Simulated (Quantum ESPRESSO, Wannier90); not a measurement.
**BN (zinc blende), plane waves to Wannier functions**

```yaml
crystal:
  lattice:
    - [0.00000, 1.81300, 1.81300]
    - [1.81300, 0.00000, 1.81300]
    - [1.81300, 1.81300, 0.00000]
  atoms:
    - { symbol: B, position: [0.00000, 0.00000, 0.00000] }
    - { symbol: N, position: [0.25000, 0.25000, 0.25000] }
```

Cell from Materials Project (mp-1639), symmetrised, no further relaxation. COD (Crystallography Open Database) has the formula in 3 space groups, this one among them (matched by group alone). Level: LDA, no spin polarisation, no spin-orbit coupling; pw.x of Quantum ESPRESSO at 68 Ry with PseudoDojo potentials, 12×12×12 k-points, Wannier90. Density: 14×14×14 mesh, cold smearing 0.01 Ry.

The plane-wave run has 15 bands and 8 electrons a cell. On the energy scale of pw.x, whose zero is arbitrary, the valence-band maximum lies at 10.77 eV.

Isolated groups of bands, relative to the valence-band maximum (bands from 9 on overlap up to the last one computed):

| bands | from (eV) | to (eV) | filling | weight on atomic waves |
|---|---|---|---|---|
| 1 | -19.96 | -14.02 | filled | N 2s 51 %, B 2p 32 %, B 2s 12 % |
| 2–4 | -10.63 | 0.00 | filled | N 2p 68 %, B 2p 23 %, B 2s 6 % |
| 5–8 | 4.40 | 17.56 | empty | B 2p 45 %, N 2p 20 %, B 2s 15 % |

Input w.win, without the blocks of cell, atoms and k-points (1728 lines):

```
num_bands = 15
num_wann = 8
num_iter = 800
conv_tol = 1.0e-6
conv_window = 4
dis_num_iter = 1000
dis_conv_tol = 1.0e-6
dis_froz_max = 16.67
dis_win_max = 27.32
write_hr = true
write_u_matrices = true
begin projections
B: s;p
N: s;p
end projections
mp_grid = 12 12 12
```

wannier90.x stops with:
```
dis_windows: Energy window contains fewer states than number of target WFs
```
At some k-point the outer window holds fewer bands than num_wann, so no subspace of that size can be extracted. Mended as below, all else unchanged, the run goes through (Ω_I = 3.2 Å²) and follows the plane-wave bands to 20 meV rms (states up to 5.4 eV relative to the valence-band maximum).
Remove the line dis_win_max = 27.32.
